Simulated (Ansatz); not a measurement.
Relaxed CaO (rock salt):

```
CaO
1.0
    0.00000     4.79479     4.79479
    2.39740     2.39740     4.79479
    2.39740     2.39740     0.00000
O Ca
2 2
Direct
  0.00000   0.00000   0.00000
  0.50000   0.00000   0.00000
  0.00000   0.50000   0.50000
  0.50000   0.50000   0.50000
```

A phonon eigenvector at X = (0.5, 0.5, 0.0) is frozen into this cell: atom i moves by Q times the vector below, so Q is the largest atomic displacement, in Å. The cell is held. (q is in reciprocal vectors of the primitive cell; the cell shown is doubled to hold the pattern.)

```
atom      x      y       z
----  -----  -----  ------
O1    0.000  0.000  -1.000
O2    0.000  0.000   1.000
Ca3   0.000  0.000  -0.196
Ca4   0.000  0.000   0.196
```

Level of theory: r2SCAN (plane waves to 500 eV, PAW, scalar-relativistic; Ansatz, a program for electronic structure). k mesh 12×12×12 (Γ-centred), Fermi-Dirac smearing 0.05 eV. The energy includes the smearing's −TS. CaO was relaxed with its symmetry unable to fall. The zero of ΔE is the undisplaced structure.

```json
[
 {"Q (Å)": "-0.180", "ΔE (meV/cell)": "withheld"},
 {"Q (Å)": "-0.150", "ΔE (meV/cell)": "231"},
 {"Q (Å)": "-0.120", "ΔE (meV/cell)": "148"},
 {"Q (Å)": "-0.090", "ΔE (meV/cell)": "83"},
 {"Q (Å)": "-0.060", "ΔE (meV/cell)": "37"},
 {"Q (Å)": "-0.030", "ΔE (meV/cell)": "9"},
 {"Q (Å)": "0.000", "ΔE (meV/cell)": "0"},
 {"Q (Å)": "0.030", "ΔE (meV/cell)": "9"},
 {"Q (Å)": "0.060", "ΔE (meV/cell)": "37"},
 {"Q (Å)": "0.090", "ΔE (meV/cell)": "83"},
 {"Q (Å)": "0.120", "ΔE (meV/cell)": "148"},
 {"Q (Å)": "0.150", "ΔE (meV/cell)": "231"},
 {"Q (Å)": "0.180", "ΔE (meV/cell)": "withheld"}
]
```

Question: Fit an even polynomial form (powers 2, 4) to the given rows and predict ΔE at Q = 0.180.

Answer: Least squares on the 11 given rows: ΔE = (10260)·Q² + (246.5)·Q⁴, in meV/cell with Q in Å; root-mean-square residual 0.1 meV/cell. At 0.180 the fit gives 333 meV/cell; the calculation gives 334 meV/cell, so the extrapolation is off by -1 (-0.3 %). The quadratic term alone would give 332 meV/cell.

(For displaced atoms, the force is minus the slope of the energy, and its curvature is a force constant, which sets phonon frequencies.)
